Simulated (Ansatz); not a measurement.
AgBr (rock salt)

```
CELL_PARAMETERS angstrom
      0.00000     2.92043     2.92043
      2.92043     0.00000     2.92043
      2.92043     2.92043     0.00000
ATOMIC_POSITIONS crystal
  Br 0.00000 0.00000 0.00000
  Ag 0.50000 0.50000 0.50000
```

The slice is a {111} plane (indices of the conventional cell) through the point (0.500, 0.500, 0.500) (fractional), spanned by u = [100] and v = [-1 2 0] in vectors of this cell: u (4.13 Å) and v (7.15 Å, at 90° to u). It covers one period; positions are fractions (u, v).

All values below come from PBE (plane waves to 420 eV, PAW, scalar-relativistic; Ansatz, an electronic-structure program). k mesh 10×10×10. Near the nuclei the fields are pseudised (PAW); where an atom keeps semicore shells as valence, they peak there. AgBr was relaxed with its symmetry unable to fall.

**Question.** Predict the map of the electrostatic potential energy of an electron, from the cell's mean on the slice.

**Answer.** 
```tsv
v \ u	0.00	0.17	0.33	0.50	0.67	0.83
0.90	x	x	6.0	7.2	6.0	x
0.80	5.2	6.2	7.1	7.1	7.1	6.2
0.70	7.1	7.1	6.2	5.2	6.2	7.1
0.60	7.2	6.0	x	x	x	6.0
0.50	7.2	4.7	x	x	x	4.7
0.40	7.2	6.0	x	x	x	6.0
0.30	7.1	7.1	6.2	5.2	6.2	7.1
0.20	5.2	6.2	7.1	7.1	7.1	6.2
0.10	x	x	6.0	7.2	6.0	x
0.00	x	x	4.7	7.2	4.7	x
```

Values: electrostatic potential energy of an electron, from the cell's mean, in eV. Points within 1 Å of a nucleus are blanked (x), as the pseudised field means little there. Values under -1 eV are set to -1. The zero, the cell's mean, hangs on the PAW cores.
